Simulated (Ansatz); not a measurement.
Start of a relaxation of MgSnN:

```
Mg Sn N
1.0
     3.80585    0.00000    0.00000
     0.00000    3.80585    0.00000
     0.00000    0.00000    7.58324
Mg Sn N
2 2 2
Direct
  0.50000 0.50000 0.00000
  0.50000 0.50000 0.50000
  0.00000 0.00000 0.75000
  0.00000 0.00000 0.25000
  0.50000 0.00000 0.50000
  0.00000 0.50000 0.00000
```

Theory: Ansatz 0.2.0, DFT PBE, scalar-relativistic, plane waves, PAW. Cutoff 420 eV, Gaussian smearing, Γ-centred meshes. Cell and atoms relax on a converged mesh. In metals the finer mesh still leaves noise of several meV/atom or more. The steps can't lower the symmetry of their start. No spin polarisation.

A guess keeps its type if space group and coordination stay and the shape of the cell changes little (axis ratios within about 15 %, angles within 6°); the volume may change.

Question: Does this structure survive the relaxation?

Answer: It keeps its type. The symmetry stays P4_2/mmc (No. 131). The volume per atom grows by 3.8 %, from 18.3 to 19.0 Å³. The shortest distance goes from 1.90 Å (Mg–N) to 1.97 Å (Mg–N). The ratio c/a of the conventional cell changes by a factor of 0.93. Counting neighbours within 15 % of an atom's shortest distance, the start has Mg 2, N 2, Sn 4 and the end Mg 2, N 2, Sn 4.

The last run used a 10×10×6 mesh (in the run's order of axes) for its 6-atom cell and Gaussian smearing of 0.10 eV. A structure relaxed within its symmetry needn't be a true minimum. Another cell of MgSnN relaxed alike, in P4/mmm, lies 0.45 eV/atom lower, so this cell isn't the stable form at this level.
